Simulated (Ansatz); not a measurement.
SiO2:
```xyz
9
Lattice="4.9492 0.0000 0.0000 -2.4746 4.2861 0.0000 0.0000 0.0000 5.4419" Properties=species:S:1:pos:R:3 pbc="T T T"
Si     1.3107     2.2701     0.0000
Si     2.3279     0.0000     1.8140
Si    -1.1639     2.0160     3.6279
O      0.3004     1.7681     4.2746
O      0.7932     3.6622     0.6467
O     -1.0936     3.1420     2.4607
O      1.3810     1.1442     1.1673
O      2.7750     2.5181     4.7952
O      3.2678     0.6239     2.9812
```

Cartesian axes are those of the cell as given.

**Question.** Give the proper piezoelectric stress tensor with relaxed ions from the program Ansatz at the PBEsol level (PAW).

**Answer.** In C/m², rows x, y, z, Voigt columns; mesh uncertainty up to 0.00.
```
 0.17  -0.17   0.00  -0.04   0.00   0.00
 0.00   0.00   0.00   0.00   0.04  -0.17
 0.00   0.00   0.00   0.00   0.00   0.00
```

The elastic tensor of the same run (GPa):

```json
[
 {"": "1", "1": "75.7", "2": "4.7", "3": "8.4", "4": "-17.6", "5": "0.0", "6": "0.0"},
 {"": "2", "1": "4.7", "2": "75.7", "3": "8.4", "4": "17.6", "5": "0.0", "6": "0.0"},
 {"": "3", "1": "8.4", "2": "8.4", "3": "93.0", "4": "0.0", "5": "0.0", "6": "0.0"},
 {"": "4", "1": "-17.6", "2": "17.6", "3": "0.0", "4": "53.3", "5": "0.0", "6": "0.0"},
 {"": "5", "1": "0.0", "2": "0.0", "3": "0.0", "4": "0.0", "5": "53.3", "6": "-17.6"},
 {"": "6", "1": "0.0", "2": "0.0", "3": "0.0", "4": "0.0", "5": "-17.6", "6": "35.5"}
]
```

**Question.** Convert to strain constants d = e·S.

**Answer.** In pC/N:
```
 2.6  -2.6   0.0   0.9   0.0   0.0
 0.0   0.0   0.0   0.0  -0.9  -5.2
 0.0   0.0   0.0   0.0   0.0   0.0
```

Space group P3_121. The cell was relaxed with PBEsol under the symmetry of its start. Signs of piezoelectric constants follow the polarity of the cell as given.

Potentials: the earlier of the program's two PAW sets. The files were generated under PBE; for other functionals the program regenerates the frozen cores, and for LDA and PBEsol the local potential too.
